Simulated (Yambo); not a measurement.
G0W0@PBEsol for WCu$_{2}$S$_{4}$ (space group P-42m, No. 111) in Yambo. Reference settings: 2×2×2 Γ-centred k mesh, bands 10 to 306 and a 8 Ry block in the screening, 306 bands in G with the Bruneval-Gonze terminator, plasmon pole fitted at 27.2 eV. The PBEsol gap A → X on this mesh is 1.18 eV; G0W0 gaps are taken between the same points.

With and without the terminator, as bands are cut:

```tsv
bands in G (in W)	gap, terminator (eV)	gap, none (eV)	valence shift, terminator (eV)	valence shift, none (eV)
118 (306)	2.315	2.415	-0.546	-0.123
197 (306)	2.305	2.353	-0.563	-0.331
306 (306)	2.300	2.318	-0.561	-0.436
```

Over this range the gap spans 0.015 eV with the terminator and 0.097 eV without, the valence shift 0.017 eV and 0.313 eV. Neither column has reached its limit for certain.

Spin-orbit coupling is not included.

Geometry relaxed with PBE+D3(BJ); primitive cell a = b = 5.3759 Å, c = 5.0601 Å, α = β = γ = 90.00°.

The structure is a Materials Project entry; no match was found in the copy of COD used, and its stability was not checked.

A shift is the quasiparticle energy of the state minus its PBEsol energy.
